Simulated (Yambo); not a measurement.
Yambo input for SiC (2H, space group P6_3mc, No. 186) (a = b = 3.0735 Å, c = 5.0453 Å, α = β = 90.00°, γ = 120.00°), on PBE (Quantum ESPRESSO, PseudoDojo norm-conserving, 82 Ry, scalar-relativistic) wavefunctions on a 15×15×8 mesh:

```
optics
chi
dipoles
tddft
FFTGvecs= 40 Ry
Chimod= "LRC"
LRC_alpha= -0.548
NGsBlkXd= 4 Ry
% QpntsRXd
 1 | 1 |
%
% BndsRnXd
 1 | 31 |
%
GrFnTpXd= "R"
% EnRngeXd
 0.0 | 20.0 | eV
%
% DmRngeXd
 0.2 | 0.2 | eV
%
CGrdSpXd= 50
ETStpsXd= 161
% LongDrXd
 1.0 | 0.0 | 0.0 |
%
% XfnQP_E
 0.875 | 1.0 | 1.0 |
%
```

First lines of the file o-*.eps_q1_inv_LRC_dyson:

```
Absorption @ Q(1):   1.00000000     0.00000000     0.00000000    [q->0 direction]
#
# [ X ] Hartree size     :   43
# [GEN] GF Energies     : Perdew, Burke & Ernzerhof(X)+Perdew, Burke & Ernzerhof(C)+ user defined corrections @E
# [GEN] Green`s Function     : Retarded
#
# [GEN] Gauge     : Length
# [GEN] [r,Vnl] included     : yes
#
#    E[1] [eV]     Im(eps)     Re(eps)     Im(eps_o)     Re(eps_o)
#
     0.000000     -0.10760E-14     7.500400     -0.17635E-18     6.466933
     0.125000     0.005881     7.502232     0.003984     6.468174
     0.250000     0.011784     7.507732     0.007980     6.471902
     0.375000     0.017734     7.516923     0.012002     6.478128
     0.500000     0.023751     7.529840     0.016062     6.486872
     0.625000     0.029862     7.546532     0.020173     6.498161
     0.750000     0.036091     7.567066     0.024349     6.512032
     0.875000     0.042464     7.591522     0.028604     6.528529
     1.000000     0.049010     7.619998     0.032954     6.547706
     1.125000     0.055757     7.652610     0.037414     6.569626
     1.250000     0.062738     7.689492     0.042000     6.594364
     1.375000     0.069989     7.730801     0.046732     6.622002
     1.500000     0.077546     7.776713     0.051629     6.652637
     1.625000     0.085453     7.827432     0.056712     6.686378
     1.750000     0.093755     7.883188     0.062004     6.723347
     1.875000     0.102504     7.944240     0.067532     6.763681
     2.000000     0.111759     8.010882     0.073322     6.807535
     2.125000     0.121585     8.083446     0.079407     6.855080
     2.250000     0.132057     8.162306     0.085822     6.906509
     2.375000     0.143259     8.247886     0.092607     6.962039
     2.500000     0.155288     8.340664     0.099805     7.021911
     2.625000     0.168259     8.441184     0.107468     7.086395
     2.750000     0.182301     8.550062     0.115653     7.155795
     2.875000     0.197567     8.668001     0.124427     7.230453
     3.000000     0.214237     8.795806     0.133866     7.310754
     3.125000     0.232526     8.934397     0.144060     7.397134
     3.250000     0.252687     9.084840     0.155113     7.490087
     3.375000     0.275029     9.248366     0.167148     7.590176
     3.500000     0.299924     9.426410     0.180311     7.698045
     3.625000     0.327831     9.620655     0.194778     7.814435
     3.750000     0.359319     9.833085     0.210762     7.940202
     3.875000     0.395102     10.06606     0.228522     8.076344
     4.000000     0.436087     10.32242     0.248383     8.224029
```
(The file goes on to the top of the energy range.) Convergence of the RPA response with its 15×15×8 mesh was not tested. The scissor comes from a G0W0 run whose convergence isn't established.

Geometry of the Materials Project entry, not relaxed at this level.
